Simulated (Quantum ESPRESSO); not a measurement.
## Hf3TaO7N (one run as intended and one with a planted mistake)

Simulated, not a measurement. The program is pw.x of Quantum ESPRESSO 7.5 (plane-wave density functional theory). The cell is made up: 12 atoms on a fluorite lattice, with randomly drawn elements, strain and displacements, not relaxed. PseudoDojo standard norm-conserving files (v0.5 for PBE, v0.4.1 for LDA and PBEsol) set the functional; there is no spin polarisation, spin-orbit coupling or dispersion term, and the masses in the input are unused placeholders.

The hafnium pseudopotential is less sure than the others, with forces about 3 percent (worst 6) and pressure in oxides about 1.5 GPa (worst 2.7) from a second method in checks, which no rerun with the same files tests.

Intended input:

```
&control calculation='scf', pseudo_dir='./dojo.nc.sr.pbe.v0_5.standard.upf', outdir='./o', disk_io='medium', tprnfor=.true., tstress=.true. /
&system ibrav=0, nat=12, ntyp=4, nbnd=54, ecutwfc=84.00895049, nosym=.true., tot_charge=0,
 occupations='smearing', smearing='fd', degauss=0.0018374661
/
&electrons conv_thr=7.350e-09, electron_maxstep=60, /
ATOMIC_SPECIES
Hf 1.0 Hf.upf
N 1.0 N.upf
O 1.0 O.upf
Ta 1.0 Ta.upf
CELL_PARAMETERS angstrom
4.9635 -0.0462 0.0678
-0.0462 5.0759 -0.0447
0.0678 -0.0447 4.9667
ATOMIC_POSITIONS angstrom
Hf 0.0119 0.0764 -0.0416
Hf 0.0942 2.555 2.4746
Ta 2.4855 -0.0475 2.5052
Hf 2.4513 2.5364 0.0464
O 1.2292 1.2341 1.2504
O 1.3164 1.2718 3.7622
O 1.2613 3.7639 1.2236
O 1.2205 3.8479 3.7008
O 3.7276 1.3102 1.2762
O 3.7699 1.1622 3.7396
N 3.8197 3.7217 1.1404
O 3.676 3.7577 3.6755
K_POINTS automatic
5 4 5 1 1 1
```

The log is shortened where brackets say so; the opening notice, blank lines, dates and the lines on written files are dropped, and the path of the files is cut. It prints rydbergs, bohrs and kilobars, and counts compression as positive stress. Where no state is partly filled, the Fermi energy that it prints is only some level between the filled and the empty states on the mesh, and need not lie in the true gap.

Log of the intended run:

```
     Program PWSCF v.7.5
     Parallel version (MPI & OpenMP), running on       1 processor cores
     Number of MPI processes:                 1
     Threads/MPI process:                     1
     [start-up lines left out]
     bravais-lattice index     =            0
     lattice parameter (alat)  =       9.3809  a.u.
     unit-cell volume          =     844.1398 (a.u.)^3
     number of atoms/cell      =           12
     number of atomic types    =            4
     number of electrons       =        96.00
     number of Kohn-Sham states=           54
     kinetic-energy cutoff     =      84.0090  Ry
     charge density cutoff     =     336.0358  Ry
     scf convergence threshold =      7.3E-09
     mixing beta               =       0.7000
     number of iterations used =            8  plain     mixing
     Exchange-correlation= PBE
                           (   1   4   3   4   0   0   0)
     [axes and pseudopotential details left out]
   Cartesian axes
     site n.     atom                  positions (alat units)
         1        Hf     tau(   1) = (   0.0023972   0.0153903  -0.0083800  )
         2        Hf     tau(   2) = (   0.0189760   0.5146874   0.4984914  )
         3        Ta     tau(   3) = (   0.5006871  -0.0095686   0.5046556  )
         4        Hf     tau(   4) = (   0.4937978   0.5109406   0.0093470  )
         5        O      tau(   5) = (   0.2476140   0.2486011   0.2518846  )
         6        O      tau(   6) = (   0.2651799   0.2561955   0.7578697  )
         7        O      tau(   7) = (   0.2540803   0.7582121   0.2464859  )
         8        O      tau(   8) = (   0.2458614   0.7751334   0.7455011  )
         9        O      tau(   9) = (   0.7508997   0.2639309   0.2570818  )
        10        O      tau(  10) = (   0.7594208   0.2341173   0.7533171  )
        11        N      tau(  11) = (   0.7694527   0.7497112   0.2297258  )
        12        O      tau(  12) = (   0.7405053   0.7569632   0.7404045  )
     number of k points=    50  Fermi-Dirac smearing, width (Ry)=  0.0018
                       cart. coord. in units 2pi/alat
        k(    1) = (   0.0998063   0.1240352   0.0997031), wk =   0.0400000
        k(    2) = (   0.0970911   0.1257713   0.2996542), wk =   0.0400000
     [further k points left out]
     Dense  grid:    87833 G-vectors     FFT dimensions: (  60,  60,  60)
     Estimated max dynamical RAM per process >     157.48 MB
     Initial potential from superposition of free atoms
     starting charge      95.9935, renormalised to      96.0000
     Starting wfcs are   72 randomized atomic wfcs
     total cpu time spent up to now is       24.8 secs
     per-process dynamical memory:    98.5 Mb
     Self-consistent Calculation
     iteration #  1     ecut=    84.01 Ry     beta= 0.70
     Davidson diagonalization with overlap
     ethr =  1.00E-02,  avg # of iterations =  2.0
     total cpu time spent up to now is       86.1 secs
     total energy              =    -719.81414235 Ry
     estimated scf accuracy    <       5.05654048 Ry
     iteration #  2     ecut=    84.01 Ry     beta= 0.70
     Davidson diagonalization with overlap
     ethr =  5.27E-03,  avg # of iterations =  6.0
     total cpu time spent up to now is      201.5 secs
     total energy              =    -718.16140953 Ry
     estimated scf accuracy    <      21.44654833 Ry
     [iterations 3 to 14 left out]
     iteration # 15     ecut=    84.01 Ry     beta= 0.70
     Davidson diagonalization with overlap
     ethr =  1.29E-11,  avg # of iterations =  4.5
     total cpu time spent up to now is      983.2 secs
     total energy              =    -722.32125563 Ry
     estimated scf accuracy    <          8.8E-09 Ry
     iteration # 16     ecut=    84.01 Ry     beta= 0.70
     Davidson diagonalization with overlap
     ethr =  9.22E-12,  avg # of iterations =  2.1
     total cpu time spent up to now is     1037.7 secs
     End of self-consistent calculation
     [lines on levels left out]
     the Fermi energy is    15.0648 ev
!    total energy              =    -722.32125563 Ry
     estimated scf accuracy    <          1.2E-09 Ry
     smearing contrib. (-TS)   =      -0.00000000 Ry
     internal energy E=F+TS    =    -722.32125563 Ry
     The total energy is F=E-TS. E is the sum of the following terms:
     one-electron contribution =     -95.04405915 Ry
     hartree contribution      =     107.88851956 Ry
     xc contribution           =    -180.75523023 Ry
     ewald contribution        =    -554.41048581 Ry
     convergence has been achieved in  16 iterations
     Forces acting on atoms (cartesian axes, Ry/au):
     atom    1 type  1   force =    -0.10102514   -0.04929480    0.05579223
     atom    2 type  1   force =    -0.11173515    0.02546966   -0.04245653
     atom    3 type  4   force =     0.12530703   -0.06111845   -0.06235259
     atom    4 type  1   force =     0.09466397    0.03959012    0.02497140
     atom    5 type  3   force =     0.02808937   -0.03347560    0.03336291
     atom    6 type  3   force =     0.01900646    0.00232926   -0.06169509
     atom    7 type  3   force =     0.03828209    0.04362442    0.02841576
     atom    8 type  3   force =     0.02935248    0.00623107   -0.01747568
     atom    9 type  3   force =    -0.04344020   -0.04815565    0.02094098
     atom   10 type  3   force =    -0.00297375   -0.01268980   -0.01319728
     atom   11 type  2   force =    -0.04716131    0.07593699    0.06917515
     atom   12 type  3   force =    -0.02836585    0.01155278   -0.03548125
     Total force =     0.312572     Total SCF correction =     0.000055
     Computing stress (Cartesian axis) and pressure
          total   stress  (Ry/bohr**3)                   (kbar)     P=      109.99
   0.00096960   0.00025897  -0.00007091          142.63       38.10      -10.43
   0.00025897   0.00031027   0.00003302           38.10       45.64        4.86
  -0.00007091   0.00003302   0.00096329          -10.43        4.86      141.71
     init_run     :     22.17s CPU     24.62s WALL (       1 calls)
     electrons    :    968.39s CPU   1012.90s WALL (       1 calls)
     forces       :      9.00s CPU      9.12s WALL (       1 calls)
     stress       :     35.10s CPU     36.40s WALL (       1 calls)
     [timing details left out]
     PWSCF        :  17m15.00s CPU  18m 3.76s WALL
     JOB DONE.
```

A second run has one planted mistake: the k-point mesh is too coarse. The input lines that differ, file-writing options aside:

```
- 5 4 5 1 1 1
+ 2 2 2 1 1 1
```

Its log:

```
     Program PWSCF v.7.5
     Parallel version (MPI & OpenMP), running on       4 processor cores
     Number of MPI processes:                 4
     Threads/MPI process:                     1
     [start-up lines left out]
     bravais-lattice index     =            0
     lattice parameter (alat)  =       9.3809  a.u.
     unit-cell volume          =     844.1398 (a.u.)^3
     number of atoms/cell      =           12
     number of atomic types    =            4
     number of electrons       =        96.00
     number of Kohn-Sham states=           54
     kinetic-energy cutoff     =      84.0090  Ry
     charge density cutoff     =     336.0358  Ry
     scf convergence threshold =      7.3E-09
     mixing beta               =       0.7000
     number of iterations used =            8  plain     mixing
     Exchange-correlation= PBE
                           (   1   4   3   4   0   0   0)
     [axes and pseudopotential details left out]
   Cartesian axes
     site n.     atom                  positions (alat units)
         1        Hf     tau(   1) = (   0.0023972   0.0153903  -0.0083800  )
         2        Hf     tau(   2) = (   0.0189760   0.5146874   0.4984914  )
         3        Ta     tau(   3) = (   0.5006871  -0.0095686   0.5046556  )
         4        Hf     tau(   4) = (   0.4937978   0.5109406   0.0093470  )
         5        O      tau(   5) = (   0.2476140   0.2486011   0.2518846  )
         6        O      tau(   6) = (   0.2651799   0.2561955   0.7578697  )
         7        O      tau(   7) = (   0.2540803   0.7582121   0.2464859  )
         8        O      tau(   8) = (   0.2458614   0.7751334   0.7455011  )
         9        O      tau(   9) = (   0.7508997   0.2639309   0.2570818  )
        10        O      tau(  10) = (   0.7594208   0.2341173   0.7533171  )
        11        N      tau(  11) = (   0.7694527   0.7497112   0.2297258  )
        12        O      tau(  12) = (   0.7405053   0.7569632   0.7404045  )
     number of k points=     4  Fermi-Dirac smearing, width (Ry)=  0.0018
                       cart. coord. in units 2pi/alat
        k(    1) = (   0.2489540   0.2489536   0.2487152), wk =   0.5000000
        k(    2) = (   0.2557418   0.2446133  -0.2511627), wk =   0.5000000
     [further k points left out]
     Dense  grid:    87833 G-vectors     FFT dimensions: (  60,  60,  60)
     Estimated max dynamical RAM per process >     157.48 MB
     Estimated total dynamical RAM >     565.59 MB
     Initial potential from superposition of free atoms
     starting charge      95.9935, renormalised to      96.0000
     Starting wfcs are   72 randomized atomic wfcs
     total cpu time spent up to now is        2.3 secs
     per-process dynamical memory:    97.9 Mb
     Self-consistent Calculation
     iteration #  1     ecut=    84.01 Ry     beta= 0.70
     Davidson diagonalization with overlap
     ethr =  1.00E-02,  avg # of iterations =  2.0
     total cpu time spent up to now is        3.5 secs
     total energy              =    -719.84134324 Ry
     estimated scf accuracy    <       5.02764967 Ry
     iteration #  2     ecut=    84.01 Ry     beta= 0.70
     Davidson diagonalization with overlap
     ethr =  5.24E-03,  avg # of iterations =  6.0
     total cpu time spent up to now is        5.0 secs
     total energy              =    -718.11836614 Ry
     estimated scf accuracy    <      21.71438799 Ry
     [iterations 3 to 13 left out]
     iteration # 14     ecut=    84.01 Ry     beta= 0.70
     Davidson diagonalization with overlap
     ethr =  2.38E-10,  avg # of iterations =  3.2
     total cpu time spent up to now is       22.0 secs
     total energy              =    -722.35057788 Ry
     estimated scf accuracy    <       0.00000002 Ry
     iteration # 15     ecut=    84.01 Ry     beta= 0.70
     Davidson diagonalization with overlap
     ethr =  2.53E-11,  avg # of iterations =  4.0
     total cpu time spent up to now is       23.3 secs
     End of self-consistent calculation
     [lines on levels left out]
     the Fermi energy is    15.1820 ev
!    total energy              =    -722.35057789 Ry
     estimated scf accuracy    <          1.6E-09 Ry
     smearing contrib. (-TS)   =       0.00000000 Ry
     internal energy E=F+TS    =    -722.35057789 Ry
     The total energy is F=E-TS. E is the sum of the following terms:
     one-electron contribution =     -94.98734748 Ry
     hartree contribution      =     107.76378332 Ry
     xc contribution           =    -180.71652791 Ry
     ewald contribution        =    -554.41048581 Ry
     convergence has been achieved in  15 iterations
     Forces acting on atoms (cartesian axes, Ry/au):
     atom    1 type  1   force =    -0.09868635   -0.04945325    0.05459900
     atom    2 type  1   force =    -0.11234847    0.02405353   -0.04218205
     atom    3 type  4   force =     0.12524721   -0.05710974   -0.06139223
     atom    4 type  1   force =     0.09425909    0.03852493    0.02179165
     atom    5 type  3   force =     0.02993706   -0.03220348    0.03314584
     atom    6 type  3   force =     0.01561663    0.00083544   -0.06083208
     atom    7 type  3   force =     0.03491882    0.04628007    0.02600917
     atom    8 type  3   force =     0.03102337    0.00309823   -0.01711862
     atom    9 type  3   force =    -0.04121125   -0.05066723    0.01963861
     atom   10 type  3   force =    -0.00396289   -0.00970709   -0.01270938
     atom   11 type  2   force =    -0.05022967    0.07349700    0.07190410
     atom   12 type  3   force =    -0.02456355    0.01285159   -0.03285402
     Total force =     0.309600     Total SCF correction =     0.000100
     Computing stress (Cartesian axis) and pressure
          total   stress  (Ry/bohr**3)                   (kbar)     P=      102.25
   0.00091515   0.00026704  -0.00008435          134.62       39.28      -12.41
   0.00026704   0.00025790   0.00004590           39.28       37.94        6.75
  -0.00008435   0.00004590   0.00091222          -12.41        6.75      134.19
     init_run     :      2.10s CPU      2.16s WALL (       1 calls)
     electrons    :     20.89s CPU     20.98s WALL (       1 calls)
     forces       :      0.44s CPU      0.47s WALL (       1 calls)
     stress       :      1.01s CPU      1.03s WALL (       1 calls)
     [timing details left out]
     PWSCF        :     24.63s CPU     24.86s WALL
     JOB DONE.
```

```
                                            intended run  run with the mistake
                          free energy (eV)     -9827.681             -9828.080
                    smearing term -TS (eV)        0.0000                0.0000
                            pressure (GPa)         11.00                 10.23
            largest force component (eV/Å)         3.222                 3.220
largest change of a force component (eV/Å)                               0.103
                                iterations            16                    15
```

For scale, a rerun of the intended cell at 1437 eV and a 7 x 6 x 7 mesh moved values by no more than 0.002 eV in energy, 0.05 GPa in stress and 0.006 eV/Å in force.